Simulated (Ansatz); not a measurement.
In2Au:
```
CELL_PARAMETERS angstrom
      0.00000     3.26792     3.26792
      3.26792     0.00000     3.26792
      3.26792     3.26792     0.00000
ATOMIC_POSITIONS crystal
  In 0.75000 0.75000 0.75000
  In 0.25000 0.25000 0.25000
  Au 0.00000 0.00000 0.00000
```

Relaxed with PBEsol. Special points in fractions of this cell's reciprocal vectors: Γ (0.000, 0.000, 0.000); X (0.500, 0.000, 0.500); U (0.625, 0.250, 0.625); K (0.375, 0.375, 0.750); L (0.500, 0.500, 0.500); W (0.500, 0.250, 0.750).

**Question.** List the band energies nearest the Fermi level at these points for the program Ansatz at the PBEsol level (PAW).

**Answer.** In eV from the Fermi level; about four levels below and three above (degenerate sets whole), none deeper than 8.9 eV; points with the same levels are listed once.

```
k                          below                above
-  -----------------------------  -------------------
Γ  -5.58 -5.58 -5.58 -4.72 -4.72  0.21 3.05 3.05 3.05
X        -4.22 -1.87 -1.87 -0.31       2.38 8.91 8.91
U        -4.73 -4.29 -3.33 -1.13       1.01 4.35 6.53
L  -5.31 -5.31 -4.73 -4.73 -4.63       0.85 0.85 1.67
W        -4.51 -3.89 -3.89 -2.11       3.59 3.59 4.99
```

Space group Fm-3m (fluorite or antifluorite type). The workflow started from a Materials Project entry (that database holds measured and hypothetical structures alike); the Crystallography Open Database files this formula in space group No. 225, but the cells were not matched. Whether it is the stable phase at ambient conditions was not checked. The PBEsol relaxation kept the symmetry of its start; of distortions, only those at the zone centre were tested. Scalar-relativistic: spin–orbit coupling is off unless named, which matters more the heavier the elements.

Potentials: the later of the program's two PAW sets.
